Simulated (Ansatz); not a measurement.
# Y₃Si₂Pd: reading a single point

```xyz
6
Lattice="5.9494 0.0000 0.0000 -2.9747 5.1523 0.0000 0.0000 0.0000 3.8401" Properties=species:S:1:pos:R:3 pbc="T T T"
Si   -0.0003    3.4351    0.0000
Si    2.9744    1.7173    0.0000
Pd    0.0000    0.0000    0.0000
Y     2.9747    0.0000    1.9201
Y     1.4873    2.5762    1.9201
Y    -1.4873    2.5762    1.9201
```

Single point in Ansatz 0.2.0 with PBE, no spin polarisation. Cutoff 420 eV, PAW datasets, 7×7×9 Γ-centred k mesh, gaussian filling (width 0.1116 eV).

Problem. What does the stress say?

Solution. The pressure is 30.6 GPa (compression positive), so with the atoms held at these fractions the cell would first expand. The principal stresses 29.3, 29.3, 33.2 GPa differ, so its shape would change too.

Problem. Metal or insulator?

Solution. It is a metal, with about 6.2 states/eV a cell as the mean within 0.25 eV of the Fermi level, mostly Y d (49 %), Si p (25 %) and Pd d (14 %).

Problem. How is the charge shared?

Solution. Bader charges in e: Y +1.12, Si -1.28, Pd -0.80. In the mean Y gives up most and Si takes most.

Problem. What is the formation energy?

Solution. 0.62 eV an atom against the elements' usual phases (free molecules for gases, crystals otherwise, with no correction for O₂ or N₂), so at this geometry it isn't bound against them. Relaxing would lower it.

Origin: a known structure type with other elements, at an estimated volume, so it need not be a known compound. Caveats: atoms or cell far from equilibrium.
